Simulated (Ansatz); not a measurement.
The cell is the one relaxed in the Materials Project (mp-20698), not relaxed further here; entries there can be hypothetical. The listed cell was then made from it by scaling, straining or moving an atom.

LiCoAs: DFT, LDA, all-electron PAW with datasets made for the crystal, scalar-relativistic (Ansatz 0.2.0). What sets it apart from a plain run of this crystal: volume scaled by 1.04.

Command: `ansatz run input.yaml --threads 2 --pin off --max-ram 5120MiB --backend cpu --events-out ev --progress --plain --runs-dir out` The run took 22 s on 2 threads of Intel(R) Xeon(R) Processor @ 2.70GHz, on a shared host, peak memory 0.77 GiB.

```yaml
crystal:
  lattice:
    - [3.7567683929, 0.0, 0.0]
    - [0.0, 3.7567683929, 0.0]
    - [0.0, 0.0, 6.2021906688]
  atoms:
    - { symbol: Li, position: [0.0, 0.5, 0.67084142] }
    - { symbol: Li, position: [0.5, 0.0, 0.32915858] }
    - { symbol: Co, position: [0.5, 0.5, 0.0] }
    - { symbol: Co, position: [0.0, 0.0, 0.0] }
    - { symbol: As, position: [0.5, 0.0, 0.77213794] }
    - { symbol: As, position: [0.0, 0.5, 0.22786206] }
kpoints:
  mp_grid: { grid: [8, 8, 5] }
scf:
  occupations: { method: fermi_dirac, width: 0.05 }
hamiltonian:
  xc: lda
  pseudopotentials: { kind: all_electron, datasets: crystal }
output:
  forces: true
  stress: true
  eigenvalues: true
  efg: { contact_densities: true }
```

Output:

```
hamiltonian.pseudopotentials.datasets: crystal makes datasets for this crystal and solves the spheres of its atoms anew in each pass: cutoff 260.0 eV, the density's 1560.0 eV; for an error of 0.50 meV an atom under PBE, 3.0 meV for the cell; an energy difference from a run of another recipe may be off by several times the error for the cell, under r2SCAN by more, where some 0.1 meV an atom stays at smaller errors; Li in spheres of 1.376 Å, 1 of its electrons in bands; Co in spheres of 1.323 Å, 9 of its electrons in bands, 8 on its site; As in spheres of 1.021 Å, 5 of its electrons in bands, 10 on its site; only band paths and densities of states list, in semicore columns, the levels of the semicore shells that are solved separately: 3s of Co, 3p of Co, 3d of As
band count auto-derived: 23 (N_el = 30.0; filled up to band 15; 21 by the electrons, moments and atoms)
Engine: ansatz 0.2.0
Pseudopotentials: kind: all_electron
Pseudopotential: Li, paw, valence charge 1, recommended cutoff 260 eV (normal), Koelling and Harmon's equation, gaussian nucleus
Pseudopotential: Co, paw, valence charge 17, recommended cutoff 260 eV (normal), Koelling and Harmon's equation, gaussian nucleus
Pseudopotential: As, paw, valence charge 15, recommended cutoff 260 eV (normal), Koelling and Harmon's equation, gaussian nucleus
Functional definition: SPW92
  exchange = slater_x
  correlation = pw_c
Crystal: 6 atoms, lattice volume = 87.533 Å³
Basis set: ecut = 260 eV, 813 PW (Γ)
Bands: 23, of which v1, the nominal top of the filled ones, is band 15 counted from 1 (14 counted from 0)
Symmetry: 16 space group operations
Space group: P4/nmm (ITA 129), of the structure as read, at distance tolerance 4.4e-5 Å
k-points: 45 of 320
Non-local potential: Li, projectors of the file, l = 0: 1, l = 1: 1
Non-local potential: Co, projectors of the file, l = 0: 1, l = 1: 1, l = 2: 2
Non-local potential: As, projectors of the file, l = 0: 1, l = 1: 1
PAW form: soft (Blöchl's): semilocal exchange-correlation on the pseudo side does not see the compensation charge
PAW one-centre angular grid: Li, 110 points (default); XC on its mesh's 2121 points in the sphere
PAW one-centre angular grid: Co, 590 points (default); XC on its mesh's 1919 points in the sphere
PAW one-centre angular grid: As, 110 points (default); XC on its mesh's 1811 points in the sphere
Initial density: superposition of atomic densities (neutral atoms: chi_scale 0, normalization atom)
Initial wavefunctions: pseudopotential atomic-orbital guess
Functional: x = slater, c = lda
iter 1 solved again at ethr=8.01e-2 eV; its pass at ethr=1.00e-1 eV (dr2=2.40e1 eV) is discarded
SCF iter   1: F=—  HF=-199001.858139 eV  |F-HF|=—  |Δ(HF+E_count)|=         —  Δρ=1.52e-1  dr2=2.08e1  ethr=8.01e-2  ⟨swp⟩=2.8  Hψ=6057  notcnv=0
preconditioner: auto → Kerker (q_TF=auto, 2.282 Å⁻¹)  [metal: Δε(μ)=0.018 eV  Ē_g=7.314 eV  σ=0.050 eV  W_gap=0.09  n_scr=16 (ndim 8)  ℏωp=21.7 eV  f_vac=0.001  D(μ)=5.60/eV (n_scr^D=50)]
SCF iter   2: F=—  HF=-199006.419173 eV  |F-HF|=—  |Δ(HF+E_count)|=    4.56e0  Δρ=1.96e-1  dr2=5.20e1  ethr=6.93e-2  ⟨swp⟩=3.2  Hψ=2870  notcnv=0  recentre
SCF iter   3: F=—  HF=-198999.031345 eV  |F-HF|=—  |Δ(HF+E_count)|=    7.39e0  Δρ=6.51e-2  dr2=3.43e0  ethr=6.93e-2  ⟨swp⟩=3.0  Hψ=2459  notcnv=0
SCF iter   4: F=—  HF=-198998.408841 eV  |F-HF|=—  |Δ(HF+E_count)|=   6.23e-1  Δρ=3.00e-2  dr2=1.41e0  ethr=1.14e-2  ⟨swp⟩=3.0  Hψ=2205  notcnv=0  defer=1
SCF iter   5: F=—  HF=-198998.362714 eV  |F-HF|=—  |Δ(HF+E_count)|=   4.61e-2  Δρ=2.10e-2  dr2=7.49e-1  ethr=4.71e-3  ⟨swp⟩=2.1  Hψ=2076  notcnv=0  defer=1
iter 6 solved again at ethr=8.37e-5 eV; its pass at ethr=2.50e-3 eV (dr2=2.51e-2 eV) is discarded
SCF iter   6: F=—  HF=-198998.301285 eV  |F-HF|=—  |Δ(HF+E_count)|=   6.14e-2  Δρ=2.59e-3  dr2=2.47e-2  ethr=8.37e-5  ⟨swp⟩=3.3  Hψ=4735  notcnv=0  defer=4
SCF iter   7: F=—  HF=-198998.298295 eV  |F-HF|=—  |Δ(HF+E_count)|=   2.99e-3  Δρ=2.21e-3  dr2=6.28e-3  ethr=8.23e-5  ⟨swp⟩=2.4  Hψ=1955  notcnv=0  defer=4
SCF iter   8: F=—  HF=-198998.298650 eV  |F-HF|=—  |Δ(HF+E_count)|=   3.55e-4  Δρ=2.13e-3  dr2=4.60e-3  ethr=2.09e-5  ⟨swp⟩=3.1  Hψ=2001  notcnv=0  defer=4
SCF iter   9: F=—  HF=-198998.297981 eV  |F-HF|=—  |Δ(HF+E_count)|=   6.69e-4  Δρ=2.78e-4  dr2=7.98e-5  ethr=1.53e-5  ⟨swp⟩=2.1  Hψ=2357  notcnv=0  defer=2
SCF iter  10: F=—  HF=-198998.297973 eV  |F-HF|=—  |Δ(HF+E_count)|=   8.10e-6  Δρ=1.30e-4  dr2=2.35e-5  ethr=2.66e-7  ⟨swp⟩=3.2  Hψ=2311  notcnv=0  defer=1
SCF iter  11: F=—  HF=-198998.297971 eV  |F-HF|=—  |Δ(HF+E_count)|=   2.33e-6  Δρ=4.73e-5  dr2=2.52e-6  ethr=7.83e-8  ⟨swp⟩=2.0  Hψ=1782  notcnv=0
SCF iter  12: F=—  HF=-198998.297971 eV  |F-HF|=—  |Δ(HF+E_count)|=  5.82e-11  Δρ=4.73e-5  dr2=2.97e-6  ethr=8.41e-9  ⟨swp⟩=3.1  Hψ=2126  notcnv=0
SCF iter  13: F=-198998.297970 eV  HF=-198998.297970 eV  |F-HF|=8.39e-8  |Δ(HF+E_count)|=   3.61e-7  Δρ=7.11e-6  dr2=8.54e-8  ethr=8.41e-9  ⟨swp⟩=2.0  Hψ=1777  notcnv=0
SCF 1 converged in 13 iterations: F = -198998.297961 eV  dr2 = 8.54e-8
  Residual-converged pass: ⟨swp⟩=4.4  Hψ=2969  notcnv=0  max |occ|·‖R‖ = 6.6e-6 eV (tolerance 6.7e-6 eV)  dr2=6.61e-8  dr2_onsite=1.90e-8  max |Δocc| = 7.3e-9
  greatest PAW one-centre occupation: 0.821 electrons in one spin orbital (limit 2), on the Co atom at site 3 (counted from 0), in its partial waves of l = 2
SCF converged after 13 iterations
Free energy (F): -198998.297961 eV
Harris-Foulkes:  -198998.297961 eV  (|F-HF|=8.39e-8)
Internal energy: -198998.257485 eV  (E = F + TS)
E sigma→0 (E₀):  -198998.277723 eV
Entropy (-TS):   -0.040476 eV (-6.746 meV/atom)
Past the cutoff: the bands carry plane waves up to 1.75 times it, of which those up to 1.5 times it add -0.000313 eV an atom, each by itself; the spheres take 0.000205 eV an atom off the energy for waves past 1.75 times it
By the cutoff:   a pressure is off by up to 0.008 GPa (1.2 times the spheres' own share and the shells' term, over an atom's volume, and 0.004 GPa: a bound that held against runs at twice the plane waves)
Past the cutoffs: a stress includes 0.0030 GPa for waves and charges beyond them, in addition to the slope of what the spheres take
In the spheres:  the bands' charges fall short by 2.0e-7 e at most (sound up to 1e-3), those of shells solved beside the bands by 2.5e-7 e (sound up to 5e-4)
Fermi energy:    10.847957 eV
--- Per-component energies (eV) ---
  The terms above E_closure are by the made datasets' own strengths, without shells solved beside the bands.
--- Forces (eV/Å), atoms counted from 1 ---
  atom   1  Li     0.00000000     0.00000000     0.08551238
  atom   2  Li     0.00000000     0.00000000    -0.08551238
  atom   3  Co     0.00000000     0.00000000     0.00000000
  atom   4  Co     0.00000000     0.00000000    -0.00000000
  atom   5  As     0.00000000     0.00000000     0.77668078
  atom   6  As     0.00000000     0.00000000    -0.77668078
  max |Σ_I F_I| component: 0.00e0 eV/Å
--- Stress (GPa, compression-positive) ---
       -8.347005       0.000000       0.000000
        0.000000      -8.347005       0.000000
        0.000000       0.000000      -8.377088
  P = ⅓ Tr σ = -8.3570 GPa (-83.570 kbar)
  It holds what live shells' own plane waves past their cutoff add
--- PAW observables at the nuclei: V_zz in 10²¹ V/m², potentials from the cell's mean, atoms counted from 1 ---
  atom   1  Li V_zz =    -0.074292   η = 0.0000   by run symmetry: allowed
            electrostatic potential = -169.902792 V   contact ρ = 91.331323 e/Å³
  atom   2  Li V_zz =    -0.074292   η = 0.0000   by run symmetry: allowed
            electrostatic potential = -169.902792 V   contact ρ = 91.331323 e/Å³
  atom   3  Co V_zz =    -0.322642   η = 0.0000   by run symmetry: allowed
            electrostatic potential = -3381.567540 V   contact ρ = 114111.585839 e/Å³
  atom   4  Co V_zz =    -0.322642   η = 0.0000   by run symmetry: allowed
            electrostatic potential = -3381.567540 V   contact ρ = 114111.585839 e/Å³
  atom   5  As V_zz =    -5.308855   η = 0.0000   by run symmetry: allowed
            electrostatic potential = -4512.132609 V   contact ρ = 234413.133532 e/Å³
  atom   6  As V_zz =    -5.308855   η = 0.0000   by run symmetry: allowed
            electrostatic potential = -4512.132609 V   contact ρ = 234413.133532 e/Å³
--- Band table (eV; the first three rows and the last of 45) ---
  k-point 0: bands = ["-1.9861", "-0.4854", "5.0196", "6.5897", "7.1307", "7.1307", "7.8655", "8.2031", "8.2031", "9.2351", "9.3983", "10.1623", "10.1623", "10.2360", "10.7670", "12.0092", "13.2077", "13.2077", "13.7398", "15.3008"]
  k-point 1: bands = ["-1.9368", "-0.5896", "5.2621", "6.5335", "7.0929", "7.0929", "7.8656", "8.2698", "8.2698", "9.2880", "9.4101", "10.2026", "10.2026", "10.2359", "10.7670", "11.2502", "12.9217", "12.9217", "14.3939", "15.3216"]
  k-point 2: bands = ["-1.8412", "-0.7691", "5.7906", "6.3267", "7.0389", "7.0389", "7.8657", "8.3707", "8.3707", "9.4295", "9.5049", "10.2314", "10.2358", "10.2839", "10.2839", "10.7670", "12.5155", "12.5155", "15.0696", "15.2827"]
  k-point 44: bands = ["-0.0799", "-0.0799", "5.1751", "5.1751", "6.8383", "6.8383", "8.1799", "8.1799", "8.3486", "8.3486", "8.5292", "8.5292", "9.4950", "9.4950", "9.8502", "9.8502", "11.1303", "11.1303", "15.5016", "15.5016"]
```

Spin polarisation is left out, and whether a magnetic state lies lower isn't shown here.
